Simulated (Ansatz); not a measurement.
HfB, DFT, LDA, all-electron LAPW, scalar-relativistic (Ansatz 0.2.0), run on 1 thread of Arm Neoverse V2 on a shared host.

The cell comes from COD entry 1511179, which wasn't checked; take it as a given geometry. The listed cell was then made from it by scaling, straining or moving an atom.

Command: `ansatz run input.yaml --threads 1 --pin off --max-ram 2048MiB --backend cpu --events-out ev --progress --plain --runs-dir out`

```yaml
crystal:
  lattice:
    - [0.0, 2.2787799567, 2.2787799567]
    - [2.2787799567, 0.0, 2.2787799567]
    - [2.2787799567, 2.2787799567, 0.0]
  atoms:
    - { symbol: Hf, position: [0.5, 0.5, 0.5] }
    - { symbol: B, position: [0.0, 0.0, 0.0] }
kpoints:
  mp_grid: { grid: [15, 15, 15] }
scf:
  occupations: { method: fermi_dirac, width: 0.05 }
hamiltonian:
  xc: lda
  pseudopotentials: { kind: all_electron, lapw: { basis_error: 0.00025 } }
output:
  forces: true
  stress: true
  eigenvalues: true
```

Task: How large is the problem that the program sets up?

Result: 120 irreducible k-points, 331 plane waves at Γ, 29 bands.

Task: Estimate the wall time.

Result: 28 s of wall time for 9 SCF iterations. Times on shared machines scatter by tens of per cent.

Task: And the same cell and mesh by frozen-core PAW, asked for forces, stress, eigenvalues, efg, on the same hardware?

Result: 4.1 s.
